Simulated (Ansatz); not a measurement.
A frame of Si7N8O2 from dynamics at 2880 K, with the forces (eV/Å) computed on a k mesh in the last three columns. Level of theory: Ansatz 0.2.0, DFT PBE, scalar-relativistic, plane waves, PAW.

Settings: cutoff 420 eV, Γ-centred mesh 4×4×4 on the computed 17-atom cell, Fermi–Dirac smearing of 0.25 eV; no spin polarisation.

```xyz
17
Lattice="5.839 0.063 0.108 0.063 6.037 0.098 0.108 0.098 5.821" Properties=species:S:1:pos:R:3:forces:R:3 pbc="T T T"
Si    5.534    3.117    0.331   -1.000   -0.890   -2.290
Si    2.176    2.224    3.443    0.130   -3.260    1.280
Si    3.257    5.496    3.992    0.300   -1.320    0.340
Si    2.028    5.090    1.597    1.390    0.640    1.490
Si    0.443    5.931    5.344   -0.680   -0.660   -1.430
Si    5.744    3.457    2.991   -1.690   -1.700    5.980
Si    5.049    1.145    2.578    0.210   -0.170   -0.260
N     4.883    4.597    4.391    1.120    0.820    0.210
N     2.617    3.714    2.900    0.140    4.780   -1.530
N     5.866    4.209    1.601    1.430    2.810   -3.560
N     3.737    1.154    3.834   -0.330    0.270   -0.220
N     1.208    0.484    2.825   -1.990    0.240    0.510
N     2.431    2.488    5.678    4.850    0.680    2.450
N     2.061    5.262    5.625   -1.140    0.920   -1.060
N     3.367    2.580    0.478   -4.790   -0.270   -2.690
O     5.339    1.007    0.549    1.540   -0.780    0.070
O     3.380    6.082    1.827    0.500   -2.110    0.710
```

Static pressure -14.5 GPa (no kinetic part), no gap on the mesh.

Counting as bonded all pairs within 1.2 times the summed covalent radii:

| atom → neighbour | mean count | mean length (Å) | spread (Å) |
| --- | --- | --- | --- |
| N → N | 0.25 | 1.23 | 0.00 |
| N → Si | 1.88 | 1.88 | 0.16 |
| O → Si | 1.50 | 1.82 | 0.17 |
| Si → N | 2.14 | 1.88 | 0.16 |
| Si → O | 0.43 | 1.82 | 0.17 |
| Si → Si | 0.57 | 2.53 | 0.08 |

Angles between all pairs of such bonds at an atom (mean ± spread): 116 ± 13° at N, 134 ± 0° at O, 109 ± 22° at Si.

Cost: 1 run of about 1.5 core-minutes, on Intel Xeon Processor @ 2.50GHz (Skylake/Cascade Lake) (shared hosts).